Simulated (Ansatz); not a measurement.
A scan (energy against volume; even scaling of the relaxed cell, symmetry kept) gave these values. These are PBE (plane waves to 420 eV, PAW, scalar-relativistic; Ansatz, an electronic-structure program) values and carry that method's errors.

The bulk modulus B₀ (third-order Birch-Murnaghan fit) comes out as 38.5 GPa and the pressure derivative B₀′ (fit) is 4.5. The equilibrium volume of the fit is 35.44 Å³/atom.

Q: Of these crystals, all scanned alike, which one is it?
(A) BaTiO₃ (cubic perovskite)
(B) SiC (zinc blende)
(C) TaC (rock salt)
(D) PbTe (rock salt)

A: D, PbTe (rock salt). The others have, for the bulk modulus: SiC 213 GPa, BaTiO3 163 GPa, TaC 324 GPa

All were relaxed with their symmetry unable to fall. BaTiO3 is run without spin polarisation. Spin-orbit coupling is left out. TaC is run without spin polarisation. The PAW data are Ansatz's earlier set. This is a high-temperature form of BaTiO3.

(A scan under strain: stresses follow from slopes of the energy per volume, elastic moduli from its curvatures.)
